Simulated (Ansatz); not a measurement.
The start is a generated cell, ScB4Os3 built in the AFLOW prototype A3B4C_cP8_215_d_e_a (H2_4, as in VCu3S4). The structure is fully relaxed (lattice and positions, P = 0) with r2SCAN (plane waves to 500 eV, PAW, scalar-relativistic; Ansatz, an electronic-structure program). First-step values are on the input's coarse k-mesh.

Ansatz input (later rounds restart from its end on a renewed k-mesh):
Ansatz 0.2 input:
```yaml
crystal:
  lattice:
    - [4.4236857, 0, 0]
    - [0, 4.4236857, 0]
    - [0, 0, 4.4236857]
  atoms:
    - { symbol: Sc, position: [0, 0, 0] }
    - { symbol: Os, position: [0.5, 0, 0] }
    - { symbol: Os, position: [0, 0, 0.5] }
    - { symbol: Os, position: [0, 0.5, 0] }
    - { symbol: B, position: [0.2372, 0.2372, 0.2372] }
    - { symbol: B, position: [0.2372, 0.7628, 0.7628] }
    - { symbol: B, position: [0.7628, 0.2372, 0.7628] }
    - { symbol: B, position: [0.7628, 0.7628, 0.2372] }
basis: { ecutwfc: 500, ecutrho_ratio: 4, xc_grid: 4, fft_grid_basis: typed }
kpoints: { mp_grid: { grid: [5, 5, 5] } }
hamiltonian:
  xc: r2scan
  dispersion: none
  pseudopotentials: { kind: paw }
scf: { occupations: { method: fermi_dirac, width: 0.05 } }
relax: { f_tol: 0.01, max_steps: 100, cell: { stress_tol: 0.02 } }
output: { forces: true, stress: true }
```

Problem. By how much does the energy per atom fall from start to end?

Solution. About 1.9 eV/atom.

Problem. Give the final cell and atomic positions.

Solution. 
```cif
data_B4Os3Sc
_chemical_formula_sum 'Sc1 Os3 B4'
_space_group_name_H-M_alt 'P-43m'
_space_group_IT_number 215
_space_group_name_Hall 'P -4 2 3'
_cell_length_a 4.97908
_cell_length_b 4.97908
_cell_length_c 4.97908
_cell_angle_alpha 90.000
_cell_angle_beta 90.000
_cell_angle_gamma 90.000
loop_
_atom_site_label
_atom_site_type_symbol
_atom_site_symmetry_multiplicity
_atom_site_Wyckoff_symbol
_atom_site_fract_x
_atom_site_fract_y
_atom_site_fract_z
_atom_site_occupancy
Sc1 Sc 1 a 0.00000 0.00000 0.00000 1
Os1 Os 3 d 0.00000 0.00000 0.50000 1
B1 B 4 e 0.25894 0.25894 0.25894 1
```

The space group stays P-43m (No. 215) (the run could not lower it); the end is AFLOW prototype A3B4C_cP8_215_d_e_a (H2_4, as in VCu3S4), with 8 atoms in the primitive cell. Final values are on a 10×10×10 k-mesh of the relaxed cell. The start holds a very short contact (Sc–B 1.82 Å). No spin polarisation in the result. The relaxed primitive cell holds an odd number of electrons. A magnetic state may lie lower.

The run could not lose the symmetry of its start, so the end can be a saddle point.

The relaxed structure here is a generated cell of ScB4Os3: the first start was made by placing the elements on the sites of a structure type, and the end was not matched to a known phase here, so it may be hypothetical.
